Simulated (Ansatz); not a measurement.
Trial structure of Ta2PtS4, not yet relaxed:

```
Ta Pt S
1.0
     3.65802   -5.18129    0.00000
     3.65802    5.18129    0.00000
     0.00000    0.00000    3.63795
Ta Pt S
2 1 4
Direct
  0.50000 0.00000 0.50000
  0.00000 0.50000 0.50000
  0.00000 0.00000 0.00000
  0.75905 0.75905 0.50000
  0.24095 0.24095 0.50000
  0.75642 0.24358 0.00000
  0.24358 0.75642 0.00000
```

All numbers below come from DFT PBE, scalar-relativistic, plane waves, PAW (Ansatz). Plane waves to 420 eV, a k mesh through Γ of 4×4×6 on the computed 7-atom cell and Gaussian smearing (0.10 eV); no spin polarisation.

Formation energies are uncorrected and refer to the elements' standard structures at the same level.

Question: How far from equilibrium is it?

Answer: The pressure is -8.7 GPa (the mean over three directions, positive in compression), the largest force is 0.48 eV/Å, and the energy is −0.18 eV/atom against the elements. The shortest distance is 2.52 Å.

Question: How much does it gain on relaxing, and where does it end?

Answer: Relaxing gains about 0.19 eV/atom (the start's value is from the coarse mesh, so the gain is rough) in 18 ionic steps and ends at −0.38 eV/atom on the finer mesh. The symmetry stays Cmmm (No. 65). The volume per atom shrinks by 11.9 %, from 19.7 to 17.4 Å³. The shortest distance goes from 2.52 Å (Pt–S) to 2.33 Å (Pt–S). Conventional cell: a = 6.723 Å, b = 10.176 Å, c = 3.551 Å. Around Ta lie 6 S at 2.55 Å; around Pt lie 4 S at 2.33 Å; S on a site of symmetry 2mm has 2 Pt at 2.33 Å and 2 Ta at 2.55 Å; 1 more site not described.

The last run used collinear spin, an 8×8×10 mesh (in the run's order of axes) for its 7-atom cell and Gaussian smearing of 0.10 eV. Spin–orbit coupling, which can matter for Pt and Ta, is left out. The reference form of S is held partly by dispersion forces, which this level lacks. The relaxation can't lower the symmetry of the start. A structure relaxed within its symmetry needn't be a true minimum.
